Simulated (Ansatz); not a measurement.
Input and command of a plane-wave DFT calculation in Ansatz:

```yaml
crystal:
  lattice:
    - [-3.0955574713, 3.0955574713, 3.0955574713]
    - [3.0955574713, -3.0955574713, 3.0955574713]
    - [3.0955574713, 3.0955574713, -3.0955574713]
  atoms:
    - { symbol: Ca, position: [0.0, 0.0, 0.0] }
    - { symbol: F, position: [0.3496, 0.3496, 0.3496], spin: 1.0 }
    - { symbol: F, position: [0.6504, 0.0, 0.0], spin: 1.0 }
    - { symbol: F, position: [0.0, 0.0, 0.6504], spin: 1.0 }
    - { symbol: F, position: [0.0, 0.6504, 0.0], spin: 1.0 }
basis:
  ecutwfc: 420
kpoints:
  mp_grid: { grid: [4, 4, 4] }
hamiltonian:
  xc: pbe
  dispersion: d3bj
scf:
  occupations: { method: gaussian, width: 0.1 }
  lower_state_search: "off"
output:
  forces: true
  stress: true
  eigenvalues: true
  populations: true
magnetization:
  spin_polarized: true
```

```bash
ansatz run input.yaml --threads 2 --pin off --max-ram 7168MiB --backend cpu --events-out ev --progress --plain --runs-dir out
```

Processor: Intel(R) Xeon(R) Platinum 8488C (Sapphire Rapids), 2 threads, on a host shared with other jobs.

Estimate time, memory and problem size.

About 2.8 s on 2 threads of Intel(R) Xeon(R) Platinum 8488C (Sapphire Rapids), with other jobs on the host, peak memory 0.4 GiB. It solves 26 bands at 8 k points (the mesh reduced by the symmetry that the task leaves, which can be less than the crystal's) with about 2315 plane waves, in 15 SCF iterations.
